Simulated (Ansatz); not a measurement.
# Lattice vibrations of Al₄Co at Γ

Theory: Ansatz, DFT PBE, scalar-relativistic, plane waves, PAW. Cutoff 420 eV, 14×14×14 k-points (Γ-centred), Gaussian smearing of 0.10 eV. No spin polarisation. Phonons by linear response, acoustic sum rule imposed.

Relaxed structure:
```yaml
crystal:
  lattice:
    - [-1.39070, 1.39070, 9.43626]
    - [1.39070, -1.39070, 9.43626]
    - [1.39070, 1.39070, -9.43626]
  atoms:
    - { symbol: Al, position: [0.80658, 0.80658, 0.00000] }
    - { symbol: Al, position: [0.42054, 0.42054, 0.00000] }
    - { symbol: Al, position: [0.19342, 0.19342, 0.00000] }
    - { symbol: Al, position: [0.57946, 0.57946, 0.00000] }
    - { symbol: Co, position: [0.00000, 0.00000, 0.00000] }
```

The cell was found from a proposed guess, not taken from experiment. In a metal, frequencies depend on the k mesh and the smearing, soft modes most.

Question: Is this structure stable against zone-centre distortions?

Answer: Yes, at Γ: no optical mode is imaginary. Strains and other wave vectors aren't tested by this run.

Question: List the optical modes at Γ (i marks imaginary ones).

Answer:
```tsv
frequency (cm⁻¹)	degeneracy
79	2
127	2
174	1
222	2
246	1
267	2
302	1
329	1
```
